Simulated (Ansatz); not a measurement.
ScPt$_{3}$ (Cu3Au type, space group No. 221) under volume change, plane-wave PAW r²SCAN (Ansatz code), scaled uniformly.

```json
[
 {"V (Å³/atom)": "14.313", "E − E(relaxed) (meV/atom)": "105.4", "P (GPa)": "26.23"},
 {"V (Å³/atom)": "14.785", "E − E(relaxed) (meV/atom)": "43.9", "P (GPa)": "15.87"},
 {"V (Å³/atom)": "15.257", "E − E(relaxed) (meV/atom)": "10.3", "P (GPa)": "7.21"},
 {"V (Å³/atom)": "15.729", "E − E(relaxed) (meV/atom)": "0.0", "P (GPa)": "0.00"},
 {"V (Å³/atom)": "16.200", "E − E(relaxed) (meV/atom)": "9.1", "P (GPa)": "-6.00"},
 {"V (Å³/atom)": "16.672", "E − E(relaxed) (meV/atom)": "34.3", "P (GPa)": "-10.98"},
 {"V (Å³/atom)": "17.144", "E − E(relaxed) (meV/atom)": "73.0", "P (GPa)": "-15.12"}
]
```

What does a third-order Birch–Murnaghan fit give for V₀, B₀ and B′?

V₀ = 15.73 Å³/atom, B₀ = 219 GPa, B′ = 5.1.

Space group Pm-3m (Cu3Au type). The workflow started from an entry of the Crystallography Open Database (COD). Whether it is the stable phase at ambient conditions was not checked. The cell was relaxed with r²SCAN under the symmetry of its start; whether a distortion lowers the energy is not shown. The run is not spin-polarised. Scalar-relativistic: spin–orbit coupling is off unless named, which matters more the heavier the elements.

Potentials: the later of the program's two PAW sets.
